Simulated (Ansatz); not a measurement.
The relaxed structure here is a generated cell of BeNi: the first start was made by placing the elements on the sites of a structure type, and the end was not matched to a known phase here, so it may be hypothetical.

One starting cell of BeNi (a generated cell, BeNi placed in the AFLOW prototype AB_oP8_62_c_c (B29, as in SnS)) was relaxed twice with Ansatz (plane waves, PAW, scalar-relativistic): with PBEsol at 420 eV and with PBE at 420 eV. The PBEsol result:

```cif
data_Be2Ni2
_chemical_formula_sum 'Ni2 Be2'
_space_group_name_H-M_alt 'P 1'
_space_group_IT_number 1
_cell_length_a 4.27153
_cell_length_b 4.27153
_cell_length_c 3.51105
_cell_angle_alpha 90.000
_cell_angle_beta 90.000
_cell_angle_gamma 146.722
loop_
_space_group_symop_operation_xyz
  'x, y, z'
loop_
_atom_site_label
_atom_site_type_symbol
_atom_site_fract_x
_atom_site_fract_y
_atom_site_fract_z
_atom_site_occupancy
Ni1 Ni 0.84259 0.15741 0.75000 1
Ni2 Ni 0.15741 0.84259 0.25000 1
Be1 Be 0.57650 0.42350 0.75000 1
Be2 Be 0.42350 0.57650 0.25000 1
```

```tsv
quantity	PBEsol	PBE
space group	Cmcm	Cmcm
volume (Å³/atom)	8.79	9.08
a (Å)	2.446	2.484
b (Å)	8.185	8.255
c (Å)	3.511	3.543
gap (eV, no spin-orbit coupling)	0.00	0.00
```

Both levels end in the same structure; PBE's volume is 3.3 % larger. Neither column is exact.

No spin polarisation in the result. A magnetic state may lie lower.

The run could not lose the symmetry of its start, so the end can be a saddle point.

Ansatz is a program for electronic structure.
